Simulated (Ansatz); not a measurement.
Geometry optimisation in Ansatz: input, command and trajectory.

```yaml
crystal:
  lattice:
    - [1.9346641429, 1.1169788637, 8.9681496715]
    - [-1.9346641429, 1.1169788637, 8.9681496715]
    - [0.0, -2.2339577273, 8.9681496715]
  atoms:
    - { symbol: As, position: [0.0, 0.0, 0.0] }
    - { symbol: As, position: [0.2095, 0.2095, 0.2095] }
    - { symbol: As, position: [0.7905, 0.7905, 0.7905] }
    - { symbol: Se, position: [0.4, 0.4, 0.4] }
    - { symbol: Se, position: [0.6, 0.6, 0.6] }
basis:
  ecutwfc: 420
kpoints:
  mp_grid: { grid: [6, 6, 6] }
hamiltonian:
  xc: pbe
scf:
  occupations: { method: gaussian, width: 0.1 }
  lower_state_search: "off"
output:
  forces: true
  stress: true
  eigenvalues: true
relax:
  adjacent_minimum: "off"
  f_tol: 0.04
  max_steps: 70
  cell: { stress_tol: 0.4 }
```

```bash
ansatz run input.yaml --threads 1 --pin off --max-ram 2560MiB --backend cpu --events-out ev --progress --plain --runs-dir out
```

These are results of Ansatz, DFT PBE, scalar-relativistic, plane waves, PAW, not measurements.

Of 9 frames 9 are shown, positions in Å and forces in eV/Å; the SCF threshold varies from step to step. Steps run on the plane waves of an earlier cell, with a Pulay correction in the pressure. The basis is chosen afresh for the last frame, the zero of the energies, and at times for earlier ones too; energy and pressure step there, also at an unchanged geometry.

```xyz
5
Lattice="1.9347 1.1170 8.9681 -1.9347 1.1170 8.9681 0.0000 -2.2340 8.9681" Properties=species:S:1:pos:R:3:forces:R:3 pbc="T T T" step=1 free_energy_over_end_meV_per_atom=296.90 pressure_GPa=-2.62
As    0.0000    0.0000    0.0000    0.0000    0.0000    0.0000
As    0.0000    0.0000    5.6365    0.0000    0.0000   -1.1670
As    0.0000    0.0000   21.2680    0.0000    0.0000    1.1670
Se    0.0000    0.0000   10.7618    0.0000    0.0000   -0.3812
Se    0.0000    0.0000   16.1427    0.0000    0.0000    0.3812
5
Lattice="1.9064 1.1007 8.7347 -1.9064 1.1007 8.7347 0.0000 -2.2014 8.7347" Properties=species:S:1:pos:R:3:forces:R:3 pbc="T T T" step=2 free_energy_over_end_meV_per_atom=170.83 pressure_GPa=-1.43
As    0.0000    0.0000    0.0000    0.0000    0.0000    0.0000
As    0.0000    0.0000    5.3001    0.0000    0.0000   -1.5891
As    0.0000    0.0000   20.9040    0.0000    0.0000    1.5891
Se    0.0000    0.0000   10.4893    0.0000    0.0000   -0.6340
Se    0.0000    0.0000   15.7148    0.0000    0.0000    0.6340
5
Lattice="1.9039 1.0992 8.5175 -1.9039 1.0992 8.5175 0.0000 -2.1985 8.5175" Properties=species:S:1:pos:R:3:forces:R:3 pbc="T T T" step=3 free_energy_over_end_meV_per_atom=39.98 pressure_GPa=0.31
As    0.0000    0.0000    0.0000    0.0000    0.0000    0.0000
As    0.0000    0.0000    4.9832    0.0000    0.0000   -0.8762
As    0.0000    0.0000   20.5694    0.0000    0.0000    0.8762
Se    0.0000    0.0000   10.1945    0.0000    0.0000   -0.6990
Se    0.0000    0.0000   15.3581    0.0000    0.0000    0.6990
5
Lattice="1.9157 1.1060 8.5792 -1.9157 1.1060 8.5792 0.0000 -2.2120 8.5792" Properties=species:S:1:pos:R:3:forces:R:3 pbc="T T T" step=4 free_energy_over_end_meV_per_atom=28.44 pressure_GPa=2.84
As    0.0000    0.0000    0.0000    0.0000    0.0000    0.0000
As    0.0000    0.0000    4.8749    0.0000    0.0000    1.1477
As    0.0000    0.0000   20.8629    0.0000    0.0000   -1.1477
Se    0.0000    0.0000   10.0813    0.0000    0.0000    0.4637
Se    0.0000    0.0000   15.6564    0.0000    0.0000   -0.4637
5
Lattice="1.9290 1.1137 8.7967 -1.9290 1.1137 8.7967 0.0000 -2.2274 8.7967" Properties=species:S:1:pos:R:3:forces:R:3 pbc="T T T" step=5 free_energy_over_end_meV_per_atom=7.43 pressure_GPa=-1.57
As    0.0000    0.0000    0.0000    0.0000    0.0000    0.0000
As    0.0000    0.0000    5.0763    0.0000    0.0000   -0.3600
As    0.0000    0.0000   21.3139    0.0000    0.0000    0.3600
Se    0.0000    0.0000   10.3628    0.0000    0.0000    0.0551
Se    0.0000    0.0000   16.0273    0.0000    0.0000   -0.0551
5
Lattice="1.8924 1.0926 8.9217 -1.8924 1.0926 8.9217 0.0000 -2.1852 8.9217" Properties=species:S:1:pos:R:3:forces:R:3 pbc="T T T" step=6 free_energy_over_end_meV_per_atom=1.31 pressure_GPa=0.37
As    0.0000    0.0000    0.0000    0.0000    0.0000    0.0000
As    0.0000    0.0000    5.1370    0.0000    0.0000   -0.1892
As    0.0000    0.0000   21.6281    0.0000    0.0000    0.1892
Se    0.0000    0.0000   10.4950    0.0000    0.0000    0.1472
Se    0.0000    0.0000   16.2701    0.0000    0.0000   -0.1472
5
Lattice="1.8850 1.0883 9.0393 -1.8850 1.0883 9.0393 0.0000 -2.1767 9.0393" Properties=species:S:1:pos:R:3:forces:R:3 pbc="T T T" step=7 free_energy_over_end_meV_per_atom=1.05 pressure_GPa=-0.02
As    0.0000    0.0000    0.0000    0.0000    0.0000    0.0000
As    0.0000    0.0000    5.1793    0.0000    0.0000    0.1392
As    0.0000    0.0000   21.9385    0.0000    0.0000   -0.1392
Se    0.0000    0.0000   10.6658    0.0000    0.0000   -0.1675
Se    0.0000    0.0000   16.4519    0.0000    0.0000    0.1675
5
Lattice="1.8897 1.0910 9.0038 -1.8897 1.0910 9.0038 0.0000 -2.1821 9.0038" Properties=species:S:1:pos:R:3:forces:R:3 pbc="T T T" step=8 free_energy_over_end_meV_per_atom=-0.10 pressure_GPa=0.05
As    0.0000    0.0000    0.0000    0.0000    0.0000    0.0000
As    0.0000    0.0000    5.1686    0.0000    0.0000   -0.0119
As    0.0000    0.0000   21.8428    0.0000    0.0000    0.0119
Se    0.0000    0.0000   10.6008    0.0000    0.0000    0.0075
Se    0.0000    0.0000   16.4107    0.0000    0.0000   -0.0075
5
Lattice="1.8897 1.0910 9.0038 -1.8897 1.0910 9.0038 0.0000 -2.1821 9.0038" Properties=species:S:1:pos:R:3:forces:R:3 pbc="T T T" step=9 free_energy_over_end_meV_per_atom=0.00 pressure_GPa=0.05
As    0.0000    0.0000    0.0000    0.0000    0.0000    0.0000
As    0.0000    0.0000    5.1686    0.0000    0.0000   -0.0120
As    0.0000    0.0000   21.8428    0.0000    0.0000    0.0120
Se    0.0000    0.0000   10.6008    0.0000    0.0000    0.0076
Se    0.0000    0.0000   16.4107    0.0000    0.0000   -0.0076
```

The start puts this composition into another compound's structure type, which needn't suit it. At the end the space group is R-3m (tolerance 0.05 Å).

It took 99 s on 1 thread of Arm Neoverse V2, with other jobs on the host, peak memory 0.46 GiB.

The k mesh is coarse. Spin polarisation was left out, and a magnetic state may lie lower.